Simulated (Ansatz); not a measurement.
Levels of theory for Ga₄Sb₃As (ordering on wurtzite)

All numbers come from Ansatz 0.2.0. No spin polarisation. The prototype was imposed, so other structures may be more stable.

The cell is Ga₄Sb₃As as one 8-atom ordering (Pm) on the wurtzite lattice; cell and atoms were relaxed with r2SCAN. The symmetry is Pm (No. 6, monoclinic); conventional cell a = 6.992 Å, b = 4.246 Å, c = 7.347 Å, β = 90.0°, 27.27 Å³ an atom. As has 4 Ga at 2.48–2.54 Å; Sb has 4 Ga at 2.64–2.68 Å; Sb has 4 Ga at 2.62–2.68 Å; Sb has 4 Ga at 2.62–2.65 Å; Ga has 1 As at 2.48 Å and 3 Sb at 2.63 Å; Ga has 4 Sb at 2.62–2.64 Å; Ga has 2 As at 2.54 Å and 2 Sb at 2.68 Å; Ga has 1 As at 2.48 Å and 3 Sb at 2.65 Å.

```cif
data_structure
_symmetry_space_group_name_H-M 'P 1'
_symmetry_Int_Tables_number 1
_cell_length_a 6.9924
_cell_length_b 4.2465
_cell_length_c 7.3468
_cell_angle_alpha 90.000
_cell_angle_beta 90.024
_cell_angle_gamma 90.000
_cell_volume 218.15
loop_
_atom_site_label
_atom_site_type_symbol
_atom_site_fract_x
_atom_site_fract_y
_atom_site_fract_z
_atom_site_occupancy
As1 As 0.99834 0.00000 0.33186 1
Sb1 Sb 0.00272 0.50000 0.83341 1
Sb2 Sb 0.49840 0.50000 0.17305 1
Sb3 Sb 0.50302 0.00000 0.66199 1
Ga1 Ga 0.35365 0.00000 0.33387 1
Ga2 Ga 0.38059 0.50000 0.83473 1
Ga3 Ga 0.88105 0.50000 0.17985 1
Ga4 Ga 0.88223 0.00000 0.65124 1
```

On this one geometry the levels give:
```tsv
level	k mesh	gap (eV)	kind	edges	least direct gap (eV)	rough cost
PBE	4×6×4	none (overlap 0.01)	–	–	–	2.1 core-minutes
r2SCAN	4×6×4	0.04	indirect	B–Γ (0.80) → Γ	0.07	2.6 core-minutes
HSE06	2×4×2	0.22	direct	Γ	0.22	11 core-minutes
```
All runs use a smearing of 0.02 eV.
Wave cutoffs: 420 eV, 500 eV (r2SCAN).
Points off the special ones are mesh points or PBE's searched band edges, reused at the other levels.
Costs come from shared machines and give only the order; PBE's includes the band path. The runs had 4 threads of Arm Neoverse V2, with other jobs on the host.

The HSE06 gap is direct at Γ: 0.22 eV. With r2SCAN, at Γ the top three valence levels group as 1+1+1 from the top, spread over 287 meV.

Direct and least gap lie within 0.04 eV at some levels, so the kind of gap isn't settled.

Spin-orbit coupling is left out, which matters wherever the heavy atoms make up the band edges.

Gaps or overlaps of about a tenth of an eV are at the limit of these meshes: between the points read a gap can be smaller or closed.

The meshes of the hybrids are coarse, so their gaps aren't converged to the digits shown.

The splittings at Γ are without spin-orbit coupling, which is tenths of an eV in such compounds, regroups them and changes the shifts of the gap.
